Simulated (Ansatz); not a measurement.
Consider the following.

ZnIn2O4:
```xyz
7
Lattice="-2.3941 2.3941 5.0479 2.3941 -2.3941 5.0479 2.3941 2.3941 -5.0479" Properties=species:S:1:pos:R:3 pbc="T T T"
In     0.0000     0.0000     5.0479
In     2.3941     0.0000     2.5240
Zn     0.0000     0.0000     0.0000
O      3.5278     1.0557     1.1322
O     -1.1337     1.3383     6.1801
O      1.0557     1.2603    -1.1322
O      1.3383     1.1337     3.9157
```

This is the PBE-relaxed structure. Cartesian axes are those of the cell as given.

Question: All from PBE (plane waves, PAW; program Ansatz), unless another level is named. Give the electron effective mass.

Answer: 0.20, 0.20, 0.21 mₑ (principal values).

Question: Predict the hole effective mass, band 2 of 2 at the edge.

Answer: 0.28 along x (mₑ).

Question: What about the band gap?

Answer: 0.88 eV (direct).

Question: What about the weight of the valence-edge state by species (Voronoi cells)?

Answer: O 86 %, Zn 9 %, In 4 %.

Space group I-4. A made-up cell: these elements were put on the sites of a structure type; neither database checked (COD, Materials Project) lists it. Whether it is the stable phase at ambient conditions was not checked. The cell was relaxed with PBE under the symmetry of its start; its stability against distortions is not shown here. Spin–orbit coupling is left out wherever it is not named.

Potentials: the earlier of the program's two PAW sets.
